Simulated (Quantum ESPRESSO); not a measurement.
Al2Ga4In2P8, convergence and cost over cutoff and k mesh

Simulated, not a measurement. The program is pw.x of Quantum ESPRESSO 7.5 (plane-wave density functional theory). The cell is made up: 16 atoms on a doubled zincblende/diamond lattice, with randomly drawn elements, strain and displacements, not relaxed. PseudoDojo standard norm-conserving files (v0.5 for PBE, v0.4.1 for LDA and PBEsol) set the functional; there is no spin polarisation, spin-orbit coupling or dispersion term, and the masses in the input are unused placeholders.

Input of the run in row 4:

```
&control calculation='scf', pseudo_dir='./dojo.nc.sr.pbe.v0_5.standard.upf', outdir='./o', disk_io='low', tprnfor=.true., tstress=.true. /
&system ibrav=0, nat=16, ntyp=4, nbnd=68, ecutwfc=79.96652505, nosym=.true., tot_charge=0,
 occupations='smearing', smearing='fd', degauss=0.0018374661
/
&electrons conv_thr=7.350e-09, electron_maxstep=60, /
ATOMIC_SPECIES
Al 1.0 Al.upf
Ga 1.0 Ga.upf
In 1.0 In.upf
P 1.0 P.upf
CELL_PARAMETERS angstrom
5.7473 0.0 0.0
0.0 5.7473 0.0
0.0 0.0 11.4947
ATOMIC_POSITIONS angstrom
Al -0.0026 -0.056 -0.1409
Ga 0.0642 3.0588 2.8999
In 2.9428 -0.0518 2.8325
Al 2.6904 2.9016 -0.0581
Ga -0.0322 -0.0019 5.6568
Ga 0.1344 2.936 8.6402
In 2.8938 0.1213 8.5789
Ga 2.9031 2.9704 5.8485
P 1.3605 1.3934 1.3202
P 1.4068 4.3231 4.3369
P 4.3061 1.4166 4.3154
P 4.2292 4.3527 1.4056
P 1.2714 1.5994 7.2088
P 1.2172 4.2501 9.9703
P 4.5155 1.3381 10.1334
P 4.3294 4.2938 7.2539
K_POINTS automatic
4 4 2 1 1 1
```

The same cell was run at these settings. Meshes are shifted by half a step, and differences are from the last row, which is itself not exact.

```
cutoff (eV)     k mesh  k points solved  threshold (eV)  free energy less the last row's (eV)  pressure (GPa)  largest stress difference (GPa)  largest force difference (eV/Å)  iterations  wall time (s)  k-point pools                  processor
        762  2 x 2 x 2                4           1e-04                                 7.084          -28.06                            26.32                            0.048          10             41              4  Intel Xeon, 2023 or later
       1088  2 x 2 x 2                4           1e-07                                 0.240           -2.39                             0.45                            0.042          14             94              4  Intel Xeon, 2023 or later
        681  4 x 4 x 2               16           1e-07                                25.264          -74.40                            71.96                            0.014          14            104              4  Intel Xeon, 2023 or later
       1088  4 x 4 x 2               16           1e-07                                 0.015           -2.46                             0.01                            0.002          14            259              4  Intel Xeon, 2023 or later
       1377  6 x 6 x 4               72           1e-07                                 0.000           -2.45                             0.00                            0.000          14           1242              4  Intel Xeon, 2023 or later
```

Each pool is one process. Wall times include start-up and a band step at six k points, which weighs most on the coarsest meshes. The runs were on shared virtual cores whose load varied, so times are rough.